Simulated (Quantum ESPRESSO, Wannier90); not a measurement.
# CdS (wurtzite): Wannier90 run

```xyz
4
Lattice="4.1688 0.0000 0.0000 -2.0844 3.6103 0.0000 0.0000 0.0000 6.7796" Properties=species:S:1:pos:R:3 pbc="T T T"
Cd    -2.0844     1.2034    -3.3883
Cd     2.0844    -1.2034     0.0015
S     -2.0844     1.2034    -0.8354
S      2.0844    -1.2034     2.5544
```

Cell from Materials Project (mp-672), symmetrised, no further relaxation. COD (Crystallography Open Database) has the formula in 2 space groups, this one among them (matched by group alone). Level: PBEsol, no spin polarisation, no spin-orbit coupling; pw.x of Quantum ESPRESSO at 82 Ry with PseudoDojo potentials, 6×6×4 k-points, Wannier90. Density: 12×12×6 mesh, Gaussian smearing 0.01 Ry.

A tight-binding model is made by disentanglement and projection with no localisation steps (num_iter = 0), so the 16 orbitals stay atom-like: hydrogen-like Cd: s;p; S: s;p, axes along x, y, z; frozen window up to 2.53 eV relative to the valence-band maximum. It follows pw.x to 2.0 meV rms for states up to 2.0 eV relative to the valence-band maximum. Matrix elements depend on this choice of orbitals and windows. Bands 11–20 (Cd 4d 95 %) lie between the kept ones and are excluded.

Problem. Which pairs of orbitals on different sites are coupled most strongly? Give distance, modulus and how many such pairs a cell has.

Solution. 
| orbital | orbital | distance of the centres (Å) | modulus (eV) | pairs |
|---|---|---|---|---|
| Cd pz | S pz | 2.78 | 2.49 | 2 |
| Cd py | S py | 2.75 | 2.10 | 2 |
| Cd s | S pz | 2.63 | 1.93 | 2 |
| Cd pz | S s | 2.71 | 1.88 | 2 |
| Cd s | S py | 2.61 | 1.82 | 2 |
| Cd py | S s | 2.68 | 1.78 | 2 |
| Cd s | S px | 2.58 | 1.58 | 4 |
| Cd px | S s | 2.63 | 1.54 | 4 |
| Cd px | S px | 2.67 | 1.35 | 4 |
| Cd py | S px | 2.55 | 1.31 | 4 |
| Cd px | S py | 2.61 | 1.31 | 4 |
| Cd s | S s | 2.56 | 1.12 | 8 |
| Cd pz | S py | 2.56 | 1.07 | 2 |
| Cd py | S pz | 2.66 | 1.04 | 2 |
| Cd py | S py | 2.46 | 0.95 | 2 |
| Cd px | S px | 2.46 | 0.95 | 4 |
| Cd pz | S px | 2.54 | 0.93 | 4 |
| Cd s | S py | 2.53 | 0.91 | 4 |
| Cd px | S pz | 2.60 | 0.90 | 4 |
| Cd py | S s | 2.51 | 0.89 | 4 |
| Cd s | S pz | 2.52 | 0.63 | 6 |
| Cd pz | S s | 2.50 | 0.62 | 6 |
| Cd pz | S pz | 2.48 | 0.55 | 6 |
| Cd pz | S py | 2.49 | 0.53 | 4 |
| Cd py | S pz | 2.49 | 0.52 | 4 |
| Cd px | Cd py | 3.96 | 0.50 | 4 |
| Cd py | Cd pz | 4.06 | 0.47 | 2 |
| Cd px | Cd px | 4.17 | 0.43 | 2 |
| Cd px | Cd pz | 4.02 | 0.40 | 4 |
| Cd pz | S pz | 4.00 | 0.34 | 2 |
